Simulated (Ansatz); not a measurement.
An elastic tensor (GPa, Voigt order, standard axes) from LDA in the plane-wave PAW code Ansatz:

```
  174   60.3   52.6   -1.8   23.5    0.0
 60.3    174   52.6    1.8  -23.5    0.0
 52.6   52.6    180    0.0    0.0    0.0
 -1.8    1.8    0.0   62.4    0.0  -23.5
 23.5  -23.5    0.0    0.0   62.4   -1.8
  0.0    0.0    0.0  -23.5   -1.8   56.9
```

Pick the material that matches.
A) TiTe2, CdI2 type
B) Li8PbO6, R-3 (Li on 6c, Li on 18f, Pb on 3a, O on 18f)
C) K2H6PbO6, R-3 (K on 6c, H on 18f, Pb on 3a, O on 18f)
D) La2O3, La2O3 or Ni2Al3 type

B, Li8PbO6, R-3 (Li on 6c, Li on 18f, Pb on 3a, O on 18f)

The first step of the workflow began from a Materials Project structure, measured or hypothetical; the Crystallography Open Database files this formula in space group No. 148, but the cells were not matched. Whether it is the stable phase at ambient conditions was not checked. Symmetry was held in the LDA relaxation; phonons on a q-mesh show no instability. Spin–orbit coupling is left out wherever it is not named.

Potentials: the later of the program's two PAW sets.
